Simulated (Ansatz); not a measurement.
A relaxed cell of Fe (Im-3m (No. 229)), relaxed on a k-mesh at least as fine as the one used below. Method: PBEsol (plane waves to 420 eV, PAW, scalar-relativistic; Ansatz, an electronic-structure program). Γ-centred k-mesh 8×16×16 on the run's cell (coarser than for final values), Fermi–Dirac smearing 0.05 eV.

```yaml
crystal:
  lattice:
    - [-2.78678, 2.78678, 2.78678]
    - [1.39339, -1.39339, 1.39339]
    - [1.39339, 1.39339, -1.39339]
  atoms:
    - { symbol: Fe, position: [0.00000, 0.00000, 0.00000] }
    - { symbol: Fe, position: [0.50000, 0.00000, 0.00000] }
```
Spin-polarised start, with parallel moments on Fe.

The atoms are displaced by (Å):

```
atom      ux     uy      uz
----  ------  -----  ------
Fe1   -0.097  0.106  -0.115
Fe2    0.041  0.056   0.007
```

Task: What forces (eV/Å) and pressure result?

Result: 
```tsv
atom	Fx	Fy	Fz
Fe1	0.67	0.14	0.73
Fe2	-0.67	-0.14	-0.73
```

Pressure +1.0 GPa.

Task: Estimate the energy cost of the displacement in the harmonic approximation and compare with the calculation.

Result: For a harmonic well ΔE = −½ Σ F·u = 0.087 eV a cell, or 44 meV/atom. The calculated energy relative to the undisplaced cell is +0.04 eV/atom, so the harmonic estimate holds well.

Spin state reached: ferromagnetic (net 2.10 μB/atom), from parallel starting moments; other spin orders were not run from this start.

The run that gave the undisplaced cell could not lose the symmetry of its start; a randomly shaken copy of 2 atoms returns to this structure.
